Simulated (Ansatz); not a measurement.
Calculated field gradients at the nuclei for Bi3BTeO9

The cell is a measured structure from the Crystallography Open Database (COD) whose atoms were relaxed with PBE, the cell held.

```
CELL_PARAMETERS angstrom
8.75100 0.00000 0.00000
-4.37550 7.57859 0.00000
0.00000 0.00000 5.89810
ATOMIC_POSITIONS crystal
B 0.00000 0.00000 0.42488
B 0.00000 0.00000 0.92488
Bi 0.29348 0.34915 0.11194
Bi 0.94433 0.29348 0.61194
Bi 0.65085 0.94433 0.11194
Bi 0.70652 0.65085 0.61194
Bi 0.05567 0.70652 0.11194
Bi 0.34915 0.05567 0.61194
Te 0.66667 0.33333 0.08131
Te 0.33333 0.66667 0.58131
O 0.45862 0.24661 0.27171
O 0.21200 0.45862 0.77171
O 0.75339 0.21200 0.27171
O 0.54138 0.75339 0.77171
O 0.78800 0.54138 0.27171
O 0.24661 0.78800 0.77171
O 0.53810 0.41473 0.88842
O 0.12337 0.53810 0.38842
O 0.58527 0.12337 0.88842
O 0.46190 0.58527 0.38842
O 0.87663 0.46190 0.88842
O 0.41473 0.87663 0.38842
O 0.10467 0.18123 0.43186
O 0.92344 0.10467 0.93186
O 0.81877 0.92344 0.43186
O 0.89533 0.81877 0.93186
O 0.07656 0.89533 0.43186
O 0.18123 0.07656 0.93186
```

Sites (sets of like atoms) are named by element and the number of their first atom in this list.

Method: Kohn–Sham DFT in Ansatz, PBE, plane waves and PAW, scalar-relativistic, 420 eV cutoff, Γ-centred 3×3×4 k-points, Fermi–Dirac smearing 0.02 eV.

Conventions: |V_zz| ≥ |V_yy| ≥ |V_xx|, η = (V_xx − V_yy)/V_zz, C_Q = eQV_zz/h. Directions are in the Cartesian axes of the cell vectors above, for the atom listed; none is given where the gradient is under 0.02 or η is above 0.95.

| site | first atom | first shell | V_zz (10²¹ V/m²) | η | direction of V_zz (x, y, z) |
| --- | --- | --- | --- | --- | --- |
| B | 1 | 3 O at 1.38 Å | 2.51 | 0.00 | 0.00 0.00 1.00 |
| Bi | 3 | 6 O at 2.25–2.48 Å | -23.6 | 0.42 | 0.90 -0.44 0.04 |
| Te | 9 | 6 O at 1.94–1.97 Å | 1.39 | 0.00 | 0.00 0.00 1.00 |
| O11 | 11 | 1 Te at 1.94 Å, 2 Bi at 2.25–2.48 Å | 10.28 | 0.85 | 0.82 0.26 -0.52 |
| O17 | 17 | 1 Te at 1.97 Å, 1 Bi at 2.33 Å; also 2 Bi at 2.46–3.17 Å | 9.23 | 0.79 | 0.81 -0.28 0.51 |
| O23 | 23 | 1 B at 1.38 Å; also 3 Bi at 2.33–3.04 Å | -5.48 | 0.30 | 0.88 0.06 0.48 |

An axis of threefold or higher order runs through B and Te, so V_zz lies along it and η is zero.

Spin–orbit coupling is left out, which shifts gradients on Bi by a few per cent, and by more where contributions nearly cancel.

The relaxation (8 steps) took 5.7 min of wall time (5.7 min of CPU time) and 0.99 GiB at its peak, on 1 thread of Arm Neoverse V2 (aarch64; 8 cores open to the job, memory cap 3.0 GiB, no GPU), a shared host with a load of 0.4 a core.
